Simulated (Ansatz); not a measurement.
The relaxed structure here is a generated cell of InP: the first start was made by placing the elements on the sites of a structure type, and the end was not matched to a known phase here, so it may be hypothetical. Known forms of InP include space group No. 216.

A relaxed structure of InP. Space group P6₂22 (No. 180). All values below come from r2SCAN (plane waves to 500 eV, PAW, scalar-relativistic; Ansatz, an electronic-structure program).

Space group P6₂22 (No. 180); a = 4.1393 Å, b = 4.1393 Å, c = 9.3510 Å, α = 90.00°, β = 90.00°, γ = 120.00°

```
atom  site  symmetry       x       y       z
----  ----  --------  ------  ------  ------
In      3c       222  0.5000  0.0000  0.0000
P       3d       222  0.5000  0.0000  0.5000
```

Q: What band gap does r2SCAN give?

A: 0.41 eV, direct at Γ (no spin-orbit coupling).

No spin polarisation in the result.

The run could not lose the symmetry of its start; a randomly shaken copy of 12 atoms returns to this structure.
